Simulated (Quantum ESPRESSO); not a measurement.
## Kohn-Sham bands of TaS2 (R-3m)

```
CELL_PARAMETERS angstrom
     -1.69172     2.93014     0.00000
     -3.38344     0.00000     0.00000
     -1.69172     0.97671     6.35141
ATOMIC_POSITIONS crystal
  Ta 0.00000 0.00000 0.00000
  S  0.25387 0.25387 0.23838
  S  0.74613 0.74613 0.76162
```

Cell from Materials Project (mp-555037), symmetrised, no further relaxation. COD (Crystallography Open Database) has the formula in 4 space groups, this one among them (matched by group alone). Level: PBEsol, spinors with spin-orbit coupling; pw.x of Quantum ESPRESSO at 47 Ry with PseudoDojo potentials, 8×8×8 k-points, Wannier90. Density: 10×10×10 mesh, cold smearing 0.01 Ry. The cell is built of weakly bound layers, chains or molecules, whose nearest atoms lie 3.85 Å apart. Database cells relaxed without dispersion often hold them too far apart, which can enlarge gaps and weakens couplings between them; spacing and stacking were not compared with the measured crystal.

List the Kohn-Sham levels between −8 and 3.0 eV relative to the Fermi level at the high-symmetry points, as a band run of pw.x on that density gives them (levels within 2 meV counted together).


```
point  k (reciprocal lattice)                                                                                               levels (eV)
-----  ----------------------  --------------------------------------------------------------------------------------------------------
Γ           0.000 0.000 0.000  -6.49 (×2), -3.92 (×2), -3.83 (×2), -1.69 (×2), -0.76 (×2), -0.63 (×2), -0.01 (×2), 0.13 (×2), 0.41 (×2)
T           0.000 0.000 0.500   -5.75 (×2), -3.91 (×2), -3.81 (×2), -3.20 (×2), -0.83 (×2), -0.69 (×2), 0.10 (×2), 0.14 (×2), 1.00 (×2)
H_2       -0.318 -0.635 0.182   -5.52 (×2), -5.29 (×2), -4.98 (×2), -3.84 (×2), -3.45 (×2), -3.05 (×2), 1.18 (×2), 1.46 (×2), 2.04 (×2)
H_0      -0.365 -0.682 -0.182   -5.52 (×2), -5.29 (×2), -4.98 (×2), -3.84 (×2), -3.45 (×2), -3.05 (×2), 1.18 (×2), 1.46 (×2), 2.04 (×2)
L          0.000 -0.500 0.000             -6.61 (×2), -4.72 (×2), -4.48 (×2), -3.88 (×2), -2.80 (×2), -1.86 (×2), -0.87 (×2), 2.38 (×2)
S_0      -0.341 -0.682 -0.341   -5.48 (×2), -5.25 (×2), -5.08 (×2), -3.76 (×2), -3.51 (×2), -3.09 (×2), 1.20 (×2), 1.57 (×2), 1.92 (×2)
S_2       -0.341 -0.659 0.000   -5.48 (×2), -5.25 (×2), -5.08 (×2), -3.76 (×2), -3.51 (×2), -3.09 (×2), 1.20 (×2), 1.57 (×2), 1.92 (×2)
F         -0.500 -0.500 0.000             -6.75 (×2), -4.85 (×2), -3.98 (×2), -3.81 (×2), -2.70 (×2), -1.98 (×2), -1.12 (×2), 2.39 (×2)
```
